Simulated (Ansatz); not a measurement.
KZnF$_{3}$:
```
KZnF3
1.0
    3.97331     0.00000     0.00000
    0.00000     3.97331     0.00000
    0.00000     0.00000     3.97331
K Zn F
1 1 3
Direct
  0.00000   0.00000   0.00000
  0.50000   0.50000   0.50000
  0.50000   0.50000   0.00000
  0.00000   0.50000   0.50000
  0.50000   0.00000   0.50000
```

Relaxed with LDA. Special points in fractions of this cell's reciprocal vectors: Γ (0.000, 0.000, 0.000); X (0.000, 0.500, 0.000); M (0.500, 0.500, 0.000); R (0.500, 0.500, 0.500).

Q: List the band energies nearest the valence-band maximum at these points for LDA in the plane-wave PAW code Ansatz.

A: In eV from the valence-band maximum; about four levels below and three above (degenerate sets whole), none deeper than 8.9 eV; points with the same levels are listed once.

| k | below | above |
|---|---|---|
| Γ | -2.38 -2.38 -2.38 -2.13 -2.13 -2.13 | 3.79 8.26 8.26 |
| X | -2.34 -2.34 -1.90 -1.90 -1.67 | 6.73 8.13 9.32 |
| M | -2.01 -2.01 -1.75 0.00 | 8.14 9.91 10.12 10.12 |
| R | -1.73 -1.73 -1.73 0.00 0.00 | 8.18 8.18 8.18 |

Space group Pm-3m (cubic perovskite). The cell was relaxed with LDA under the symmetry of its start; phonons on a q-mesh show no instability.

Potentials: the later of the program's two PAW sets.
